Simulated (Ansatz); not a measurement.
Theory: Ansatz, DFT PBE, scalar-relativistic, plane waves, PAW. Plane waves to 420 eV, a 6×6×6 mesh through Γ for the 10-atom cell and 0.02 eV Gaussian smearing; no spin polarisation.

Energies over the elements count from the elements' standard structures at the same level (F₂ as a molecule), with no fitted energy shifts.

Question: Suggest a trial structure for a hexagonal wide-gap insulator made of F, Li and S, with a gap near 3.6 eV, a formation energy near −1.85 eV/atom and about 12 Å³ per atom, in a cell of 10 atoms.

Answer: Li₃SF, space group P6_3/mmc (No. 194). Li is surrounded by 2 F at 1.94 Å, 8 Li at 2.66–2.83 Å and 4 S at 2.71–2.86 Å; around S lie 12 Li at 2.71–2.86 Å; F is surrounded by 6 Li at 1.94 Å and 2 F at 2.38 Å.

```
Li S F
1.0
     5.41651    0.00000    0.00000
    -2.70826    4.69084    0.00000
     0.00000    0.00000    4.75201
Li S F
6 2 2
Direct
  0.83660 0.67320 0.75000
  0.32680 0.16340 0.75000
  0.83660 0.16340 0.75000
  0.16340 0.32680 0.25000
  0.67320 0.83660 0.25000
  0.16340 0.83660 0.25000
  0.33333 0.66667 0.75000
  0.66667 0.33333 0.25000
  0.00000 0.00000 0.00000
  0.00000 0.00000 0.50000
```

- Volume per atom: 12.07 Å³
- Density: 1.98 g/cm³
- Energy over the elements: −1.849 eV/atom
- Gap on the 6×6×6 mesh of the 10-atom cell: 3.57 eV

The structure comes from a generated guess, relaxed at this level; another structure or a mixture of phases may lie lower. The answer needn't be unique; the calculation gave this one.

Kohn–Sham gaps at this level usually fall short of measured ones. The reference form of S is held partly by dispersion forces, which this level lacks. Symmetry constrained the relaxation, so the result can be a saddle point.
